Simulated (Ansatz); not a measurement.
Relaxed-ion elastic tensor of SiO2 in space group P4_12_12 (No. 92; Si on 4a, O on 8b) in GPa (Voigt order), PBEsol in the plane-wave PAW code Ansatz; density 2.25 g/cm³, 14.77 Å³ per atom.

|  | 1 | 2 | 3 | 4 | 5 | 6 |
|---|---|---|---|---|---|---|
| 1 | 52.2 | 3.1 | -8.1 | 0.0 | 0.0 | 0.0 |
| 2 | 3.1 | 52.2 | -8.1 | 0.0 | 0.0 | 0.0 |
| 3 | -8.1 | -8.1 | 43.8 | 0.0 | 0.0 | 0.0 |
| 4 | 0.0 | 0.0 | 0.0 | 70.3 | 0.0 | 0.0 |
| 5 | 0.0 | 0.0 | 0.0 | 0.0 | 70.3 | 0.0 |
| 6 | 0.0 | 0.0 | 0.0 | 0.0 | 0.0 | 26.0 |

Question: Is the crystal mechanically stable?

Answer: Yes: the smallest eigenvalue of C is 26.0 GPa.

Question: Work out the Voigt, Reuss and Hill averages.

Answer: K_V = 13.6, K_R = 13.1, K_H = 13.3; G_V = 44.1, G_R = 34.9, G_H = 39.5 GPa.

Question: Give Young's modulus, Poisson's ratio, Pugh's ratio and the universal anisotropy index.

Answer: E = 9KG/(3K + G) = 59.6 GPa; ν = -0.25; K/G = 0.34 (brittle by the Pugh limit of 1.75); A_U = 5G_V/G_R + K_V/K_R − 6 = 1.34.

Question: Estimate the sound speeds and the Debye temperature.

Answer: v_l = √((K + 4G/3)/ρ) = 5410 m/s, v_t = √(G/ρ) = 4190 m/s, mean 4470 m/s; Θ = (h/k)(3n/4πV)^(1/3) v_m = 543 K.

Question: Solve the Christoffel equation for the three sound speeds along x, y, z.

Answer: Eigenvalues of C_ijkl n_j n_l equal ρv² (piezoelectric stiffening left out). In km/s, slowest first: x 3.40, 4.81, 5.59; y 3.40, 4.81, 5.59; z 4.41, 5.59, 5.59.

Question: How much does each axis shrink under pressure?

Answer: Linear compressibilities β_i = Σ_j S_ij (j = 1 to 3): x 23, y 23, z 31 per TPa.

The PBEsol relaxation kept the symmetry of its start.

Potentials: the earlier of the program's two PAW sets. The files were generated under PBE; for other functionals the program regenerates the frozen cores, and for LDA and PBEsol the local potential too.
